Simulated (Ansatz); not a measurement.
PbS (rock salt)

```
PbS
1.0
    0.00000     3.00445     3.00445
    3.00445     0.00000     3.00445
    3.00445     3.00445     0.00000
S Pb
1 1
Cartesian
  0.00000   0.00000   0.00000
  3.00445   3.00445   3.00445
```

The volume is varied about the relaxed value V₀ at fixed cell shape. Symmetry pins the atoms to their sites.

These are PBE (plane waves to 420 eV, PAW, scalar-relativistic; Ansatz, a first-principles code) values and carry that method's errors. k mesh 10×10×10 (Γ-centred), Fermi-Dirac smearing 0.05 eV. Compression counts positive. PbS was relaxed with its symmetry unable to fall. Spin-orbit coupling is left out, though Pb is heavy.

At one point of the scan the stress tensor (GPa) is:

```
  -2.96     0.00     0.00
   0.00    -2.96     0.00
   0.00     0.00    -2.96
```

Task: Which point is it?
(A) V/V₀ = 1.067
(B) V/V₀ = 1.017
(C) V/V₀ = 1.100
(D) V/V₀ = 1.050

Result: A, V/V₀ = 1.067

(Under strain, the slope of the energy per volume gives the stress and its curvature an elastic modulus.)
